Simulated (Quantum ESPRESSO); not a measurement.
AuW4Mg2In, finding a planted mistake in a log

Simulated, not a measurement. The program is pw.x of Quantum ESPRESSO 7.5 (plane-wave density functional theory). The cell is made up: eight metal atoms on a face-centred cubic lattice, with elements, volume, strain and displacements drawn at random and not relaxed, so it may be unstable or far from any real phase. PseudoDojo standard norm-conserving files set the functional (PBE unless stated); there is no spin polarisation or spin-orbit coupling, the Fermi-Dirac width of 0.25 eV means electrons at about 2900 K, and the masses in the input are unused placeholders. Heavy elements are run without spin-orbit coupling, which real alloys of them have. A spin test at this wide smearing found no moment, but such smearing suppresses magnetism that the real alloy may have.

Intended input:

```
&control calculation='scf', pseudo_dir='./dojo.nc.sr.pbe.v0_5.standard.upf', outdir='./o', disk_io='minimal', tprnfor=.true., tstress=.true. /
&system ibrav=0, nat=8, ntyp=4, nbnd=68, ecutwfc=84.00895049, nosym=.true., tot_charge=0,
 occupations='smearing', smearing='fd', degauss=0.0183746611
/
&electrons conv_thr=1.470e-08, electron_maxstep=70, mixing_beta=0.5 /
ATOMIC_SPECIES
Au 1.0 Au.upf
In 1.0 In.upf
Mg 1.0 Mg.upf
W 1.0 W.upf
CELL_PARAMETERS angstrom
0.0229 -0.0485 -4.218
4.2529 0.0087 -0.0229
-0.0174 -8.6549 -0.097
ATOMIC_POSITIONS angstrom
Au 0.0655 -0.0415 -0.0216
W 0.0293 -4.2793 -0.0671
W 2.1176 -2.1439 0.0067
W 2.126 -6.454 -0.073
Mg -0.0551 -2.1216 -2.109
W -0.0923 -6.4865 -2.1661
In 2.1698 -0.0692 -2.095
Mg 2.1216 -4.3073 -2.1999
K_POINTS automatic
6 6 3 1 1 1
```

The log is shortened where brackets say so; the opening notice, blank lines, dates and the lines on written files are dropped, and the path of the files is cut. It prints rydbergs, bohrs and kilobars, and counts compression as positive stress. Its total energy is the free energy E - TS of the whole cell.

Log of the intended run:

```
     Program PWSCF v.7.5
     Parallel version (MPI & OpenMP), running on       4 processor cores
     Number of MPI processes:                 4
     Threads/MPI process:                     1
     [start-up lines left out]
     bravais-lattice index     =            0
     lattice parameter (alat)  =       7.9715  a.u.
     unit-cell volume          =    1047.5622 (a.u.)^3
     number of atoms/cell      =            8
     number of atomic types    =            4
     number of electrons       =       108.00
     number of Kohn-Sham states=           68
     kinetic-energy cutoff     =      84.0090  Ry
     charge density cutoff     =     336.0358  Ry
     scf convergence threshold =      1.5E-08
     mixing beta               =       0.5000
     number of iterations used =            8  plain     mixing
     Exchange-correlation= PBE
                           (   1   4   3   4   0   0   0)
     [axes and pseudopotential details left out]
   Cartesian axes
     site n.     atom                  positions (alat units)
         1        Au     tau(   1) = (   0.0155274  -0.0098380  -0.0051205  )
         2        W      tau(   2) = (   0.0069459  -1.0144509  -0.0159067  )
         3        W      tau(   3) = (   0.5019983  -0.5082330   0.0015883  )
         4        W      tau(   4) = (   0.5039896  -1.5299854  -0.0173054  )
         5        Mg     tau(   5) = (  -0.0130620  -0.5029465  -0.4999596  )
         6        W      tau(   6) = (  -0.0218806  -1.5376898  -0.5134957  )
         7        In     tau(   7) = (   0.5143728  -0.0164046  -0.4966407  )
         8        Mg     tau(   8) = (   0.5029465  -1.0210886  -0.5215083  )
     number of k points=    54  Fermi-Dirac smearing, width (Ry)=  0.0184
                       cart. coord. in units 2pi/alat
        k(    1) = (   0.0823794  -0.0804792  -0.0819674), wk =   0.0370370
        k(    2) = (   0.0816945   0.2444930  -0.0857078), wk =   0.0370370
     [further k points left out]
     Dense  grid:   109031 G-vectors     FFT dimensions: (  48,  48,  96)
     Estimated max dynamical RAM per process >     393.07 MB
     Estimated total dynamical RAM >       1.46 GB
     Initial potential from superposition of free atoms
     starting charge     107.9923, renormalised to     108.0000
     Starting wfcs are   69 randomized atomic wfcs
     total cpu time spent up to now is        5.9 secs
     per-process dynamical memory:   311.5 Mb
     Self-consistent Calculation
     iteration #  1     ecut=    84.01 Ry     beta= 0.50
     Davidson diagonalization with overlap
     ethr =  1.00E-02,  avg # of iterations =  4.3
     total cpu time spent up to now is       21.2 secs
     total energy              =   -1272.67983885 Ry
     estimated scf accuracy    <       1.22687252 Ry
     iteration #  2     ecut=    84.01 Ry     beta= 0.50
     Davidson diagonalization with overlap
     ethr =  1.14E-03,  avg # of iterations =  4.0
     total cpu time spent up to now is       37.3 secs
     total energy              =   -1272.05497029 Ry
     estimated scf accuracy    <      14.39506458 Ry
     [iterations 3 to 15 left out]
     iteration # 16     ecut=    84.01 Ry     beta= 0.50
     Davidson diagonalization with overlap
     ethr =  2.71E-10,  avg # of iterations =  1.7
     total cpu time spent up to now is      219.8 secs
     total energy              =   -1273.36432099 Ry
     estimated scf accuracy    <       0.00000014 Ry
     iteration # 17     ecut=    84.01 Ry     beta= 0.50
     Davidson diagonalization with overlap
     ethr =  1.34E-10,  avg # of iterations =  1.0
     total cpu time spent up to now is      230.3 secs
     End of self-consistent calculation
     [lines on levels left out]
!    total energy              =   -1273.36432100 Ry
     estimated scf accuracy    <          3.5E-09 Ry
     smearing contrib. (-TS)   =      -0.10657365 Ry
     internal energy E=F+TS    =   -1273.25774735 Ry
     The total energy is F=E-TS. E is the sum of the following terms:
     one-electron contribution =    -435.33457150 Ry
     hartree contribution      =     255.77915442 Ry
     xc contribution           =    -255.65505585 Ry
     ewald contribution        =    -838.04727442 Ry
     convergence has been achieved in  17 iterations
     Forces acting on atoms (cartesian axes, Ry/au):
     atom    1 type  1   force =    -0.00140584    0.02008542    0.00525500
     atom    2 type  4   force =    -0.00861794   -0.02787254    0.01278834
     atom    3 type  4   force =    -0.00776183   -0.07015466   -0.01511632
     atom    4 type  4   force =     0.01221677    0.01494001   -0.00059838
     atom    5 type  3   force =     0.01519325   -0.01400790   -0.00213772
     atom    6 type  4   force =    -0.00001127    0.05454748   -0.00255578
     atom    7 type  2   force =    -0.01033580    0.02923050   -0.00496173
     atom    8 type  3   force =     0.00072266   -0.00676831    0.00732659
     Total force =     0.107380     Total SCF correction =     0.000125
     Computing stress (Cartesian axis) and pressure
          total   stress  (Ry/bohr**3)                   (kbar)     P=     -144.36
  -0.00108256  -0.00005054   0.00004362         -159.25       -7.44        6.42
  -0.00005054  -0.00099868  -0.00010237           -7.44     -146.91      -15.06
   0.00004362  -0.00010237  -0.00086279            6.42      -15.06     -126.92
     init_run     :      5.46s CPU      5.68s WALL (       1 calls)
     electrons    :    219.32s CPU    224.48s WALL (       1 calls)
     forces       :      2.25s CPU      2.27s WALL (       1 calls)
     stress       :      7.61s CPU      7.81s WALL (       1 calls)
     [timing details left out]
     PWSCF        :   3m54.81s CPU   4m 0.49s WALL
     JOB DONE.
```

A second run was made from an input with one planted mistake. Its log:

```
     Program PWSCF v.7.5
     Parallel version (MPI & OpenMP), running on       4 processor cores
     Number of MPI processes:                 4
     Threads/MPI process:                     1
     [start-up lines left out]
     bravais-lattice index     =            0
     lattice parameter (alat)  =       7.9715  a.u.
     unit-cell volume          =    1047.5622 (a.u.)^3
     number of atoms/cell      =            8
     number of atomic types    =            5
     number of electrons       =       109.00
     number of Kohn-Sham states=           69
     kinetic-energy cutoff     =      84.0090  Ry
     charge density cutoff     =     336.0358  Ry
     scf convergence threshold =      1.5E-08
     mixing beta               =       0.5000
     number of iterations used =            8  plain     mixing
     Exchange-correlation= PBE
                           (   1   4   3   4   0   0   0)
     [axes and pseudopotential details left out]
   Cartesian axes
     site n.     atom                  positions (alat units)
         1        Au     tau(   1) = (   0.0155274  -0.0098380  -0.0051205  )
         2        W      tau(   2) = (   0.0069459  -1.0144509  -0.0159067  )
         3        W      tau(   3) = (   0.5019983  -0.5082330   0.0015883  )
         4        W      tau(   4) = (   0.5039896  -1.5299854  -0.0173054  )
         5        Sc     tau(   5) = (  -0.0130620  -0.5029465  -0.4999596  )
         6        W      tau(   6) = (  -0.0218806  -1.5376898  -0.5134957  )
         7        In     tau(   7) = (   0.5143728  -0.0164046  -0.4966407  )
         8        Mg     tau(   8) = (   0.5029465  -1.0210886  -0.5215083  )
     number of k points=    54  Fermi-Dirac smearing, width (Ry)=  0.0184
                       cart. coord. in units 2pi/alat
        k(    1) = (   0.0823794  -0.0804792  -0.0819674), wk =   0.0370370
        k(    2) = (   0.0816945   0.2444930  -0.0857078), wk =   0.0370370
     [further k points left out]
     Dense  grid:   109031 G-vectors     FFT dimensions: (  48,  48,  96)
     Estimated max dynamical RAM per process >     405.99 MB
     Estimated total dynamical RAM >       1.51 GB
     Initial potential from superposition of free atoms
     starting charge     108.9905, renormalised to     109.0000
     Starting wfcs are   74 randomized atomic wfcs
     total cpu time spent up to now is        6.6 secs
     per-process dynamical memory:   319.5 Mb
     Self-consistent Calculation
     iteration #  1     ecut=    84.01 Ry     beta= 0.50
     Davidson diagonalization with overlap
     ethr =  1.00E-02,  avg # of iterations =  2.5
     total cpu time spent up to now is       21.1 secs
     total energy              =   -1250.10173167 Ry
     estimated scf accuracy    <       2.18989098 Ry
     iteration #  2     ecut=    84.01 Ry     beta= 0.50
     Davidson diagonalization with overlap
     ethr =  2.01E-03,  avg # of iterations =  7.2
     total cpu time spent up to now is       41.0 secs
     total energy              =   -1247.67445173 Ry
     estimated scf accuracy    <      68.58220372 Ry
     [iterations 3 to 15 left out]
     iteration # 16     ecut=    84.01 Ry     beta= 0.50
     Davidson diagonalization with overlap
     ethr =  2.30E-10,  avg # of iterations =  1.9
     total cpu time spent up to now is      236.7 secs
     total energy              =   -1251.43682709 Ry
     estimated scf accuracy    <       0.00000004 Ry
     iteration # 17     ecut=    84.01 Ry     beta= 0.50
     Davidson diagonalization with overlap
     ethr =  3.32E-11,  avg # of iterations =  2.6
     total cpu time spent up to now is      249.7 secs
     End of self-consistent calculation
     [lines on levels left out]
!    total energy              =   -1251.43682709 Ry
     estimated scf accuracy    <          3.0E-09 Ry
     smearing contrib. (-TS)   =      -0.11248332 Ry
     internal energy E=F+TS    =   -1251.32434377 Ry
     The total energy is F=E-TS. E is the sum of the following terms:
     one-electron contribution =    -375.82891215 Ry
     hartree contribution      =     232.48702379 Ry
     xc contribution           =    -256.09225528 Ry
     ewald contribution        =    -851.89020013 Ry
     convergence has been achieved in  17 iterations
     Forces acting on atoms (cartesian axes, Ry/au):
     atom    1 type  1   force =    -0.00255351    0.02694052    0.00461224
     atom    2 type  5   force =    -0.01059265   -0.03797078    0.01207429
     atom    3 type  5   force =    -0.01004086   -0.06801623   -0.01250615
     atom    4 type  5   force =     0.01109651    0.01736646   -0.00104411
     atom    5 type  4   force =     0.02535428   -0.02003397   -0.00191682
     atom    6 type  5   force =     0.00147955    0.04992939   -0.00345818
     atom    7 type  2   force =    -0.01444473    0.04527431   -0.00521466
     atom    8 type  3   force =    -0.00029857   -0.01348970    0.00745340
     Total force =     0.117647     Total SCF correction =     0.000083
     Computing stress (Cartesian axis) and pressure
          total   stress  (Ry/bohr**3)                   (kbar)     P=     -126.70
  -0.00099700  -0.00005915   0.00003959         -146.66       -8.70        5.82
  -0.00005915  -0.00079143  -0.00010625           -8.70     -116.42      -15.63
   0.00003959  -0.00010625  -0.00079541            5.82      -15.63     -117.01
     init_run     :      6.01s CPU      6.24s WALL (       1 calls)
     electrons    :    238.04s CPU    243.08s WALL (       1 calls)
     forces       :      2.40s CPU      2.43s WALL (       1 calls)
     stress       :      8.29s CPU      8.49s WALL (       1 calls)
     [timing details left out]
     PWSCF        :   4m15.14s CPU   4m20.71s WALL
     JOB DONE.
```

Question: the log repeats what the program read. Compare it with the intended run: what was wrong in the second input?

Answer: one atom is of a wrong element. The input lines that differ:

```
- &system ibrav=0, nat=8, ntyp=4, nbnd=68, ecutwfc=84.00895049, nosym=.true., tot_charge=0,
+ &system ibrav=0, nat=8, ntyp=5, nbnd=69, ecutwfc=84.00895049, nosym=.true., tot_charge=0,
+ Sc 1.0 Sc.upf
- Mg -0.0551 -2.1216 -2.109
+ Sc -0.0551 -2.1216 -2.109
```

|  | intended run | run with the mistake |
| --- | --- | --- |
| free energy (eV) | -17325.004 | -17026.665 |
| entropy term -TS, part of it (eV) | -1.450 | -1.530 |
| pressure (GPa) | -14.44 | -12.67 |
| size of the largest force component (eV/Å) | 1.804 | 1.749 |
| largest change of a force component (eV/Å) |  | 0.413 |
| iterations | 17 | 17 |

For scale, a rerun of the intended cell at a higher cutoff and on a denser mesh moved values by no more than 0.004 eV in energy, 0.02 GPa in stress and 0.004 eV/Å in force, and a second program with other atomic files agreed on that cell to 2 % rms in force and 0.5 GPa in pressure. Files of another functional or element have another zero of energy, so the energy change says nothing on stability. The number of bands, nbnd, was set by rule from the electron count, so it follows the mistake.